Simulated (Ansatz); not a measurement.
Data:

CaP$_{3}$:
```yaml
crystal:
  lattice:
    - [1.66435, 5.32902, 0.00000]
    - [1.66844, 0.57991, 5.29691]
    - [5.44461, 0.00000, 0.00000]
  atoms:
    - { symbol: Ca, position: [0.33696, 0.33727, 0.35073] }
    - { symbol: Ca, position: [0.66304, 0.66273, 0.64927] }
    - { symbol: P, position: [0.40051, 0.87870, 0.19254] }
    - { symbol: P, position: [0.59949, 0.12130, 0.80746] }
    - { symbol: P, position: [0.00041, 0.00049, 0.79243] }
    - { symbol: P, position: [0.99959, 0.99951, 0.20757] }
    - { symbol: P, position: [0.87844, 0.40042, 0.19227] }
    - { symbol: P, position: [0.12156, 0.59958, 0.80773] }
```

This is the PBEsol-relaxed structure.

Task: All from DFT-PBEsol in the program Ansatz with PAW potentials, unless another level is named. Predict the electronic character.

Result: metallic (no gap).

Task: What about the formation energy from the elements (no fitted shifts)?

Result: -0.68 eV/atom.

Task: What about the density of states at the Fermi level?

Result: 0.04 states/eV per atom (mean over ±0.08 eV).

Space group C2/m. The workflow started from a Materials Project entry (that database holds measured and hypothetical structures alike); the Crystallography Open Database copy checked does not list it. Whether it is the stable phase at ambient conditions was not checked. Symmetry was held in the PBEsol relaxation; of distortions, only those at the zone centre were tested. A small band overlap can be real or an error of a semilocal functional. The references are the lowest solids computed at this level, not always the standard phases.

Potentials: the later of the program's two PAW sets.
